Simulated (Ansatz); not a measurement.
# Ba3WN3: N-14 nuclear quadrupole resonance

Cell: a computed structure from the Materials Project (it need not be an observed phase), ions relaxed with PBE at fixed cell.

Space group P6_3/m (No. 176); a = 8.4645, c = 5.6841 Å, γ = 120.00°.

| site | Wyckoff | site symmetry | x | y | z |
| --- | --- | --- | --- | --- | --- |
| Ba | 6h | m.. | 0.9071 | 0.6417 | 0.2500 |
| W | 2c | -6.. | 0.6667 | 0.3333 | 0.7500 |
| N | 6h | m.. | 0.8740 | 0.5642 | 0.7500 |

One atom of each set is listed.

Method: Kohn–Sham DFT in Ansatz, r2SCAN, plane waves and PAW, scalar-relativistic, 500 eV cutoff, Γ-centred 5×5×6 k-points, Fermi–Dirac smearing 0.05 eV.

N-14: I = 1, Q = 20.44 mb (year-2017 value). Static lattice, zero field.

Problem. At which frequencies do the N-14 NQR lines lie?

Solution. For I = 1 the lines are ν± = (3/4)|C_Q|(1 ± η/3) and ν₀ = |C_Q|η/2.

```csv
site,atoms,V_zz (10²¹ V/m²),C_Q (MHz),η,line frequencies (MHz)
N,6,4.58,2.26,0.84,"0.948, 1.22, 2.17"
```

The largest force is 0.4 eV/Å, so the atoms aren't at the calculated equilibrium and relaxing them would move these values. The run finds no gap above 0.1 eV (a metal, or nearly one), so the gradients can move by 10 % or more with the k-mesh. Without spin–orbit coupling the gradients at and beside W can be off by some per cent, at some sites by more.
